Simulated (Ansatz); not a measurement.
GaN (zinc blende, F-43m), the program Ansatz at the r²SCAN level (PAW). The conduction-band minimum lies at Γ, with 1 equivalent valley. Second derivatives d²E/dk² of the lowest band at one valley (eV·Å²), along Cartesian directions:

| direction | d²E/dk² |
|---|---|
| [100] | 44.49 |
| [010] | 44.49 |
| [001] | 44.49 |
| [110] | 44.47 |
| [101] | 44.47 |
| [011] | 44.47 |

Task: Find the principal effective masses, the density-of-states mass and the conductivity mass.

Result: Off-diagonal terms follow from H_xy = H[110] − (H_xx + H_yy)/2, and m*/mₑ = 7.620 eV·Å² over each eigenvalue: 0.17, 0.17, 0.17. One valley's DOS mass (m₁m₂m₃)^(1/3) = 0.17, conductivity mass 3/(Σ 1/mᵢ) = 0.17 mₑ.

Task: What effective density of states Nc follows at 300 K for parabolic valleys?

Result: Nc = 2.509e19 × 1 × (0.17)^(3/2) ≈ 1.8e18 cm⁻³.

Task: With the computed static dielectric constant 9.95 (mean of the diagonal), estimate a hydrogenic donor's binding energy and radius.

Result: E = 13.606 eV × 0.17/9.95² ≈ 23 meV; a = 0.529 Å × ε/m* ≈ 31 Å. Semilocal masses tend to be too small where the gap is.

Task: With ε∞ = 5.50 and ω_LO = 734 cm⁻¹, what Fröhlich coupling constant follows?

Result: α = (1/ε∞ − 1/ε0) √(m* × 13.606 eV/ħω_LO) = 0.41.

Symmetry was held in the r²SCAN relaxation; phonons on a q-mesh show no instability. Scalar-relativistic: spin–orbit coupling is off unless named, which matters more the heavier the elements.

Potentials: the later of the program's two PAW sets.
